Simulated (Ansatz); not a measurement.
ZrTa in space group Pmma (No. 51; Ta on 2e, Zr on 2f), r²SCAN in the plane-wave PAW code Ansatz, all energies at zero smearing, with the estimated change up to a 700 eV cutoff added, with one set of potentials and settings (totals compare only within such a set). Cell of 4 atoms (2 Ta, 2 Zr): -28278.007 eV.

```csv
element,reference phase,E (eV/atom)
Ta,"Im-3m, 1 atoms in the cell",-9944.3222
Zr,"P6_3/mmc, 2 atoms in the cell",-4195.0260
```

Formation energy per atom, worked out: (-28278.007 − 2×(-9944.3222) − 2×(-4195.0260))/4 = 0.172 eV/atom (17 kJ per mol of atoms), at 0 K, without zero-point energy or fitted corrections.

The start of the workflow was typed in or built on a structure type; neither database checked (COD, Materials Project) lists it. Its standing as an ambient phase is unchecked. The r²SCAN relaxation kept the symmetry of its start; its stability against distortions is not shown here. No spin polarisation was allowed. Its formation energy is positive at this level, so the cell may be metastable or incomplete. The references are the lowest solids computed at this level, not always the standard phases. Spin–orbit coupling is left out wherever it is not named.

Potentials: the later of the program's two PAW sets.
